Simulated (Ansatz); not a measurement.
PbF₂:
```
CELL_PARAMETERS angstrom
      0.00000     3.00034     3.00034
      3.00034     0.00000     3.00034
      3.00034     3.00034     0.00000
ATOMIC_POSITIONS crystal
  Pb 0.00000 0.00000 0.00000
  F  0.25000 0.25000 0.25000
  F  0.75000 0.75000 0.75000
```

Relaxed with PBE.

Task: Map the valence electron density (e/Å³), cut off at 2 on the plane through (0.000, 0.000, 0.000) spanned by u = [1, 0, 0] and v = [-1, 1, 1] in lattice vectors, from plane-wave PAW PBE (Ansatz code).

Result: x is the fraction of u, y of v (the angle between them is 90°; rows are the nearest grid lines); atoms in the plane: Pb at (0.00, 0.00), F at (0.50, 0.25), F at (0.50, 0.75).
```
|@@@@#-.        .-#@@@@|
|@@@@*:.        .:*@@@@|
|@@@*-.. ...... ..-*@@@|
|#*+-....:=++=:....-+*#|
|-::.. .:+@@@@+:. ..::-|
|      .+@@@@@@+.      |
|      .+@@@@@@+.      |
|      .-@@@@@@-.      |
|       :+@@@@+:       |
|        ......        |
|                      |
|                      |
|                      |
|                      |
|        ......        |
|       :+@@@@+:       |
|      .-@@@@@@-.      |
|      .+@@@@@@+.      |
|      .+@@@@@@+.      |
|-::.. .:+@@@@+:. ..::-|
|#*+-....:=++=:....-+*#|
|@@@*-.. ...... ..-*@@@|
|@@@@*:.        .:*@@@@|
|@@@@#-.        .-#@@@@|
```
Scale: ten equal steps from 0.003 (start of ' ') to 2.00 (end of '@'), in the order ' .:-=+*#%@'; x runs from 0.000 to 1.00, y from 0.000 (bottom) to 1.00 (top).

The density is the valence pseudo-density with augmentation charge, so density and ELF within about 1 Å of a nucleus are not all-electron values.

Space group Fm-3m (fluorite). The PBE relaxation kept the symmetry of its start; phonons on a q-mesh show no instability. Scalar-relativistic: spin–orbit coupling is off unless named, which matters more the heavier the elements.

Potentials: the later of the program's two PAW sets.
